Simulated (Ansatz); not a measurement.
The cell comes from COD entry 7101267, which wasn't checked; take it as a given geometry.

V: DFT, PBEsol, PAW with Ansatz's default frozen-core files, scalar-relativistic (Ansatz 0.2.0).

Command: `ansatz run input.yaml --threads 1 --pin off --max-ram 3072MiB --backend cpu --events-out ev --progress --plain --runs-dir out` The run took 15 s on 1 thread of Arm Neoverse V2, with other jobs on the host, peak memory 0.38 GiB.

```yaml
crystal:
  lattice:
    - [-1.513, 1.513, 1.513]
    - [1.513, -1.513, 1.513]
    - [1.513, 1.513, -1.513]
  atoms:
    - { symbol: V, position: [0.0, 0.0, 0.0], spin: 1.5 }
magnetization:
  spin_polarized: true
kpoints:
  mp_grid: { grid: [19, 19, 19] }
  band_path:
    path:
      - [0.0, 0.0, 0.0]
      - [0.5, -0.5, 0.5]
      - [0.0, 0.0, 0.5]
      - [0.0, 0.0, 0.0]
      - [0.25, 0.25, 0.25]
      - [0.5, -0.5, 0.5]
      - [0.25, 0.25, 0.25]
      - [0.0, 0.0, 0.5]
    npoints: 14
scf:
  occupations: { method: fermi_dirac, width: 0.03 }
hamiltonian:
  xc: pbesol
  pseudopotentials: { kind: paw }
output:
  forces: true
  stress: true
  eigenvalues: true
  efg: { contact_densities: true }
  populations: true
  bader: true
  dos: { projected: true, de: 0.2, e_range: [-14, 8] }
  write_density: true
  write_potential: true
  elf: true
  volumetric_format: npy
```

Output:

```
Engine: ansatz 0.2.0
Pseudopotentials: kind: paw
Pseudopotential: V, paw, valence charge 13, recommended cutoff 420 eV (normal)
Functional definition: PBEsol
  exchange = pbesol_x
  correlation = pbesol_c
Crystal: 1 atoms, lattice volume = 13.854 Å³
Basis set: ecut = 420 eV, 249 PW (Γ), exchange–correlation on 36×36×36 points (8 copies of the dense FFT grid, shifted against one another)
Bands: 12, of which v1, the nominal top of the filled ones, is band 7 counted from 1 (6 counted from 0)
Symmetry: 48 space group operations
Space group: Im-3m (ITA 229), of the structure as read, at distance tolerance 2.4e-5 Å
Magnetic group: BNS 229.140 (UNI 1642), of the structure as read, at distance tolerance 2.4e-5 Å
k-points: 220 of 6859
Non-local potential: V, projectors of the file, l = 0: 3, l = 1: 2, l = 2: 3, l = 3: 1
PAW form: soft (Blöchl's): semilocal exchange-correlation on the pseudo side does not see the compensation charge
PAW frozen core: V, regenerated for the run's functional, and the local potential with it (the file was generated under x = pbe(κ = 0.804, μ = 0.2195149727645171), c = pbe(β = 0.06672455060314922))
PAW one-centre angular grid: V, 590 points (default); XC on 64 Gauss nodes
Initial density: superposition of atomic densities (chi_scale 0.1, normalization cell)
Starting moments: Σ|m| = 1.5 μB on 1 of 1 site
Initial wavefunctions: pseudopotential atomic-orbital guess
Functional: x = pbesol(κ = 0.804, μ = 0.12345679012345678), c = pbesol(β = 0.046)
SCF iter   1: F=—  HF=-2886.356870 eV  |F-HF|=—  |Δ(HF+E_count)|=         —  Δρ=1.52e-1 (↑1.52e-1 ↓5.31e-2)  dr2=1.87e0  dr2_m=1.19e0  M=0.258 μB ∫|m|=0.258 μB  β_m=0.30  ethr=3.10e-3  ⟨swp⟩=4.1  Hψ=24084  notcnv=0
Mixer restart at iter 1: flushing history
preconditioner: auto → none  [metal: Δε(μ)=0.016 eV  Ē_g=8.849 eV  σ=0.030 eV  W_gap=0.13  n_scr=0 (ndim 8)  ℏωp=22.3 eV  f_vac=0.000  D(μ)=1.16/eV (n_scr^D=12)]
SCF iter   2: F=—  HF=-2885.121241 eV  |F-HF|=—  |Δ(HF+E_count)|=    1.24e0  Δρ=7.39e-2 (↑7.39e-2 ↓5.83e-2)  dr2=8.61e-2  dr2_m=5.40e-1  M=0.283 μB ∫|m|=0.283 μB  β_m=0.41  ethr=3.10e-3  ⟨swp⟩=3.0  Hψ=13532  notcnv=0  defer=499
SCF iter   3: F=—  HF=-2885.123914 eV  |F-HF|=—  |Δ(HF+E_count)|=   2.67e-3  Δρ=3.60e-2 (↑2.81e-2 ↓3.60e-2)  dr2=8.72e-3  dr2_m=1.28e-1  M=0.231 μB ∫|m|=0.231 μB  β_m=0.64  ethr=6.62e-4  ⟨swp⟩=2.0  Hψ=7536  notcnv=0  defer=499
SCF iter   4: F=—  HF=-2885.256068 eV  |F-HF|=—  |Δ(HF+E_count)|=   1.32e-1  Δρ=5.57e-3 (↑5.04e-3 ↓5.57e-3)  dr2=1.28e-3  dr2_m=3.15e-3  M=0.089 μB ∫|m|=0.089 μB  β_m=0.82  ethr=6.71e-5  ⟨swp⟩=2.3  Hψ=10374  notcnv=0  defer=499
SCF iter   5: F=—  HF=-2885.256873 eV  |F-HF|=—  |Δ(HF+E_count)|=   8.06e-4  Δρ=1.14e-3 (↑7.46e-4 ↓1.14e-3)  dr2=2.35e-4  dr2_m=5.78e-5  M=0.020 μB ∫|m|=0.020 μB  β_m=0.91  ethr=9.86e-6  ⟨swp⟩=2.3  Hψ=9138  notcnv=0  defer=497
SCF iter   6: F=—  HF=-2885.257661 eV  |F-HF|=—  |Δ(HF+E_count)|=   7.88e-4  Δρ=1.07e-3 (↑1.07e-3 ↓4.73e-4)  dr2=1.08e-4  dr2_m=5.83e-5  M=0.015 μB ∫|m|=0.015 μB  β_m=0.95  ethr=1.81e-6  ⟨swp⟩=1.7  Hψ=6173  notcnv=0  defer=496
SCF iter   7: F=—  HF=-2885.257710 eV  |F-HF|=—  |Δ(HF+E_count)|=   4.90e-5  Δρ=1.75e-4 (↑1.75e-4 ↓8.74e-5)  dr2=1.95e-6  dr2_m=1.97e-6  M=0.002 μB ∫|m|=0.002 μB  β_m=0.98  ethr=8.34e-7  ⟨swp⟩=2.8  Hψ=7907  notcnv=0  defer=496
SCF iter   8: F=—  HF=-2885.257712 eV  |F-HF|=—  |Δ(HF+E_count)|=   1.79e-6  Δρ=3.44e-5 (↑3.44e-5 ↓1.83e-5)  dr2=3.54e-7  dr2_m=9.95e-9  M=0.000 μB ∫|m|=0.000 μB  β_m=0.99  ethr=1.50e-8  ⟨swp⟩=2.1  Hψ=6636  notcnv=0  defer=496
SCF iter   9: F=—  HF=-2885.257712 eV  |F-HF|=—  |Δ(HF+E_count)|=   7.06e-8  Δρ=4.15e-6 (↑4.15e-6 ↓2.57e-6)  dr2=4.77e-10  dr2_m=1.41e-9  M=0.000 μB ∫|m|=0.000 μB  β_m=0.99  ethr=2.72e-9  ⟨swp⟩=2.4  Hψ=7118  notcnv=0  defer=496
SCF iter  10: F=—  HF=-2885.257712 eV  |F-HF|=—  |Δ(HF+E_count)|=  4.10e-10  Δρ=7.50e-7 (↑7.50e-7 ↓3.44e-7)  dr2=1.10e-10  dr2_m=1.73e-11  M=-0.000 μB ∫|m|=0.000 μB  β_m=1.00  ethr=3.67e-12  ⟨swp⟩=2.3  Hψ=7745  notcnv=0  defer=496
SCF iter  11: F=-2885.257712 eV  HF=-2885.257712 eV  |F-HF|=1.00e-11  |Δ(HF+E_count)|=  6.55e-11  Δρ=1.74e-7 (↑1.74e-7 ↓1.36e-7)  dr2=1.20e-11  dr2_m=1.58e-13  M=-0.000 μB ∫|m|=0.000 μB  ethr=1.00e-12  ⟨swp⟩=6.5  Hψ=23786  notcnv=0
SCF 1 converged in 11 iterations: F = -2885.257712 eV  dr2 = 1.20e-11
  greatest PAW one-centre occupation: 1.000 electrons in one spin orbital (limit 2), on the V atom at site 0 (counted from 0), in its partial waves of l = 0
WARN: the starting moments were not kept: the SCF closed with an absolute magnetisation of 1.5e-6 μB, where they sum to 1.5 μB in size (1 site). That is at most 0.1 of that sum. Measured as dr2_m measures the in/out step, that magnetisation stands 1.0e-12 eV from none, at or under the dr2_threshold of 1.0e-7 eV: it is no larger than a step whose dr2_m would equal this threshold. The system may hold no moment; this SCF shows only that its start led to no more than that. To try another start: raise the starting moments (crystal.atoms[].spin, magnetization.per_species, magnetization.initial_magnetization, or on a non-collinear deck that types none of these the spinor_matrix: blocks that start its atoms; where the total moment is fixed, keep their sum and leave initial_magnetization as it is; typed ones take the place of any that the run laid by itself, positive ones on a crystal's lanthanoids without a Hubbard term where scf.initial_density.shell_occupations: [] is typed) or, if the notice of its spin-set hold's release reads "site moments contracting" or "site moments show no strong build", lengthen the hold (scf.mixing.spin_hold: { on: { confirm: 4 } }; for m-r²SCAN on two components see the key's manual first). Each may lead to a state that holds a moment. A second SCF, from the converged charge density, with the starting moments and any scf.initial_density.shell_occupations laid on it anew, would have followed, and was not run: the deck does not ask for one (magnetization.retry_lost_moments is false, the default). To let it run, set magnetization.retry_lost_moments: true and run the deck again, where that key's refused combinations let it; where memory then withholds it, that run's warning says so.
NSCF: frozen V_eff on 99 k-points
SCF converged after 11 iterations
Magnetization: -0.0000 μB (6.5000 up, 6.5000 down)
Absolute magnetization: 0.0000 μB (∫|ρ↑−ρ↓|, with the PAW one-centre terms)
Spin contamination: 0.0000 ħ² per cell (⟨S²⟩ above its minimum at these occupations)
Per-site moments (μB) at R_I (Å): [(-1.17779461383898e-6, 1.080994559638831)]
Free energy (F): -2885.257712 eV
Harris-Foulkes:  -2885.257712 eV  (|F-HF|=1.00e-11)
Internal energy: -2885.252306 eV  (E = F + TS)
E sigma→0 (E₀):  -2885.255009 eV
Entropy (-TS):   -0.005406 eV (-5.406 meV/atom)
Fermi energy:    15.849064 eV
--- Per-component energies (eV) ---
  E_band       = -152.115291
  E_kinetic    = 335.341909
  E_local      = -913.899360  (includes V_loc(G=0)·N_el)
  E_nonlocal   = -44.188176
  E_hartree    = 415.981728
  E_xc         = -129.178698
  E_vxc        = -164.457032  (∫ρ·V_xc dr)
  E_paw        = -1086.105293  (= ΣΔE_a)
  E_vpaw       = -196.876196  (= ΣTr[D̂ρ^β])
  E_aug_tail   = 0.000249  (compensation charges beyond the density's cutoff)
  E_ewald      = -1463.354343
  E_core_change = 0.149679  (= ΣΔE_core)
  E_smearing   = -0.005406  (= −TS)
  E_closure    = 0.000000  (closes the sum)
  Σ components = -2885.257712   (vs F -2885.257712, Δ=0.00e0)
--- Forces (eV/Å), atoms counted from 1 ---
  atom   1  V     -0.00000000    -0.00000000    -0.00000000
  max |Σ_I F_I| component: 6.57e-32 eV/Å
--- Stress (GPa, compression-positive) ---
      -11.807787       0.000000      -0.000000
       -0.000000     -11.807787       0.000000
       -0.000000       0.000000     -11.807787
  P = ⅓ Tr σ = -11.8078 GPa (-118.078 kbar)
--- PAW observables at the nuclei: V_zz in 10²¹ V/m², potentials from the cell's mean, atoms counted from 1 ---
  atom   1  V  V_zz =    +0.000000   η = 0.0000   by run symmetry: forbidden
            electrostatic potential = -2696.947413 V   contact ρ = 65847.530426 e/Å³   contact ρ_s (e/Å³): all electrons -0.000000, valence -0.000002
--- Band table (eV; the first three rows and the last of 440) ---
  k-point 0 ↑: bands = ["-47.6316", "-21.0747", "-21.0747", "-21.0747", "9.3144", "16.2637", "16.2637", "16.2637", "18.2020", "18.2020", "36.1645", "36.1645"]
  k-point 1 ↑: bands = ["-47.6268", "-21.0983", "-21.0819", "-21.0748", "9.4238", "16.2175", "16.2545", "16.3414", "18.1483", "18.2051", "35.9388", "36.1422"]
  k-point 2 ↑: bands = ["-47.6129", "-21.1664", "-21.1029", "-21.0753", "9.7443", "16.0861", "16.2135", "16.5701", "18.0200", "18.2157", "35.2788", "35.9973"]
  k-point 219 ↓: bands = ["-47.3284", "-21.6486", "-21.6441", "-21.6441", "12.9995", "13.0008", "19.3917", "19.3917", "19.4542", "25.5180", "25.9108", "25.9108"]
--- Löwdin populations: 1 site ---
  site symbol       q [e]    m [muB]
     0      V     12.8606    -0.0000
  spilling = 0.010722 (of n_electrons = 13.000000)
--- Bader charges: 1 site ---
  site symbol  charge [e]  shift [e]    m [muB]
     0      V      0.0000     0.0000     0.0000
  estimated error of the sums over rays = 4.1e-7 e
```

populations.tsv:

```
# site	symbol	l	j	q_up	q_dn
# orbitals = lowdin
# n_electrons = 13.000000
# spilling = 0.010722
0	V	0_3S	-	0.992218	0.992218
0	V	0_4S	-	0.422762	0.422762
0	V	1_3P	-	2.994256	2.994256
0	V	2_3D	-	2.021069	2.021070
```

bader_charges.tsv:

```
# site	symbol	x_ang	y_ang	z_ang	partial_charge_e	electrons	volume_ang3	relative_density_drop	shared_charge_e	partial_wave_shift_e	spin_moment_mub
# quadrature_error_electrons = 4.1e-7
0	V	0.0000	0.0000	0.0000	0.00000	23.00000	13.85	-	0.00000	0.00000	0.00000
```
